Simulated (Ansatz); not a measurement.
Given:

BAs (zinc blende), conventional cell a = 4.8093 Å, b = 4.8093 Å, c = 4.8093 Å, α = 90.00°, β = 90.00°, γ = 90.00°. The calculation uses the primitive cell of 2 atoms, to which meshes and values per cell refer.

Equation-of-state scan: isotropic scaling of the cell above, V₀ being its volume. Symmetry pins the atoms to their sites.

Calculation: PBE (plane waves to 420 eV, PAW, scalar-relativistic; Ansatz, a program for electronic structure). k mesh 12×12×12 (Γ-centred), Fermi-Dirac smearing 0.05 eV. E stands for the smeared free energy. Compression counts positive. BAs was relaxed with its symmetry unable to fall. ΔE is measured from the relaxed starting cell.

The scan covers V/V₀ from 0.840 to 1.160 in 9 points.

Task: What is ΔE at V/V₀ = 0.840?

Result: 195.7 meV/atom.

Task: What pressure does the cell carry at V/V₀ = 0.840?

Result: 32.6 GPa.

Task: What is ΔE at V/V₀ = 1.160?

Result: 112.8 meV/atom.

(A scan under strain: stresses follow from slopes of the energy per volume, elastic moduli from its curvatures.)
